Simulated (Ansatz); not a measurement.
Input:

Re:
```cif
data_Re4
_chemical_formula_sum 'Re4'
_space_group_name_H-M_alt 'P 1'
_space_group_IT_number 1
_cell_length_a 2.75908
_cell_length_b 2.75908
_cell_length_c 8.90978
_cell_angle_alpha 90.000
_cell_angle_beta 90.000
_cell_angle_gamma 120.000
loop_
_space_group_symop_operation_xyz
  'x, y, z'
loop_
_atom_site_label
_atom_site_type_symbol
_atom_site_fract_x
_atom_site_fract_y
_atom_site_fract_z
_atom_site_occupancy
Re1 Re 0.00000 0.00000 0.00000 1
Re2 Re 0.00000 0.00000 0.50000 1
Re3 Re 0.33333 0.66667 0.25000 1
Re4 Re 0.66667 0.33333 0.75000 1
```

This is the r²SCAN-relaxed structure.

Problem. All from r²SCAN in the plane-wave PAW code Ansatz, unless another level is named. Give the density of states at the Fermi level.

Solution. 0.67 states/eV per atom (mean over ±0.08 eV).

Problem. Next, the gap with spin–orbit coupling?

Solution. none (metallic).

Space group P6_3/mmc (dhcp (α-La type)). The workflow started from a Materials Project entry (that database holds measured and hypothetical structures alike). Its sites differ from those of the usual phase in this space group: another stacking or structure type. The cell was relaxed with r²SCAN under the symmetry of its start; of distortions, only those at the zone centre were tested. The run is not spin-polarised. Spin–orbit coupling is left out wherever it is not named.

Potentials: the later of the program's two PAW sets.
